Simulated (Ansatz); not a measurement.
AlNi3 in space group Fm-3m (No. 225; Al on 4b, Ni on 8c, Ni on 4a) at seven volumes, DFT-r²SCAN in the program Ansatz with PAW potentials, scaled uniformly. One row is withheld.

```tsv
V (Å³/atom)	P (GPa)
10.008	23.45
10.338	14.30
10.668	6.55
10.998	0.00
11.328	?
11.658	-10.25
11.988	-14.22
```

Task: Fit the shown pressures and predict the withheld one.

Result: Third-order Birch–Murnaghan: P = (3/2)B₀(x^(7/2) − x^(5/2))[1 + (3/4)(B′ − 4)(x − 1)] with x = (V₀/V)^(2/3). Least squares on the six rows gives V₀ = 10.998 Å³/atom, B₀ = 200.6 GPa, B′ = 4.54. At V = 11.328, x = 0.9805 and P = -5.55 GPa. The run itself gave -5.55 GPa.

The first step of the workflow began from a Materials Project structure, measured or hypothetical; the Crystallography Open Database copy checked does not list it. With Al and Ni taken as one species the cell has the higher symmetry Im-3m, so it may be an ordered model of a mixed-site phase. It is not the phase usual at ambient conditions (space group No. 221). The r²SCAN relaxation kept the symmetry of its start. At this level the phase is mechanically unstable. The run is not spin-polarised.

Potentials: the later of the program's two PAW sets.
